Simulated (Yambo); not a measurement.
BSE-type run in Yambo on a free-standing CdClOH monolayer (symmetry P3m1, slab cell 16.5 Å high), at finite momentum (a q point of the mesh, 0.17 1/Å).

Quantum ESPRESSO step (PBEsol, PseudoDojo standard norm-conserving files, fully relativistic):
```
&CONTROL
  calculation = 'nscf'
  pseudo_dir = './pseudo'
  outdir = './out'
/
&SYSTEM
  ibrav = 0
  nat = 4
  ntyp = 4
  ecutwfc = 102.0
  ecutrho = 408.0
  occupations = 'fixed'
  force_symmorphic = .true.
  nbnd = 113
  noncolin = .true.
  lspinorb = .true.
  assume_isolated = '2D'
/
&ELECTRONS
  conv_thr = 4e-09
  diago_full_acc = .true.
  diago_thr_init = 1e-08
/
ATOMIC_SPECIES
H 1.0080 H.upf
O 15.9990 O.upf
Cl 35.4500 Cl.upf
Cd 112.4140 Cd.upf
CELL_PARAMETERS angstrom
  3.645970323055   0.000000000000   0.000000000000
 -1.822985161527   3.157502921210   0.000000000000
  0.000000000000   0.000000000000  16.500000000000
ATOMIC_POSITIONS crystal
H   0.000000000000   0.000000000000   0.106317471850
O   0.000000000000   0.000000000000   0.047638904950
Cl   0.333333333333   0.666666666667  -0.106317471850
Cd   0.666666666667   0.333333333333  -0.014919953950
K_POINTS automatic
12 12 1 0 0 0
```

Yambo input:
```
rim_cut
rim_w
optics
bse
bss
dipoles
em1s
RandQpts= 1000000
RandGvec= 2 Ry
CUTGeo= "slab z"
RandGvecW= 1000 mRy
FFTGvecs= 30 Ry
Chimod= "HARTREE"
BSKmod= "SEX"
BSEmod= "resonant"
BSSmod= "hs"
BSENGexx= 10 Ry
BSENGBlk= 3 Ry
% KfnQP_E
 2.74 | 1.0 | 1.0 |
%
% BSEQptR
 2 | 2 |
%
% BSEBands
 27 | 36 |
%
% BEnRange
 0.0 | 10.2 | eV
%
% BDmRange
 0.1 | 0.1 | eV
%
BEnSteps= 204
% BLongDir
 1.0 | 0.0 | 0.0 |
%
BSHayTrs= -0.02
BSSNEig= 48
WRbsWF
% BndsRnXs
 9 | 108 |
%
NGsBlkXs= 3 Ry
% LongDrXs
 1.0 | 1.0 | 0.0 |
%
```

From the report:

The dimension is k points × valence × conduction bands = 144 × 8 × 2 = 2304.
```
   [SLEPC] Approach                          : Krylov-Schur
   [SLEPC] Number of requested eigenvalues   :   48
   [SLEPC] Number of eigenvalues        [NEV]:   48
    [K] Dimension                                    :  2304
    [K] Bands                                        :   27   36
    [K] Exchange res                                 : yes
    [K] Correlation res                              : yes
    [K] W interaction is bare                        : no
    [K] RL vectors exchange                          :   691
    [K] RL vectors correlation                       :  107
    [W] Matrix size                                  :  107
    [W] Bands                                        :    9  108
    [W] Coulomb Cutoff                               : slab z
    [W] Hxc Kernel                                   : HARTREE
```
Lowest eigenvalues (eV; in brackets the number of states within 2 meV): 3.69 (3), 3.73 (1), 3.75 (2), 3.75 (1), 3.81 (1), 4.21 (3). They depend on the mesh, which isn't converged, and on the G0W0 scissor.

Geometry relaxed with PBEsol.

This is a model layer cut from the bulk structure; whether it is stable on its own was not checked.
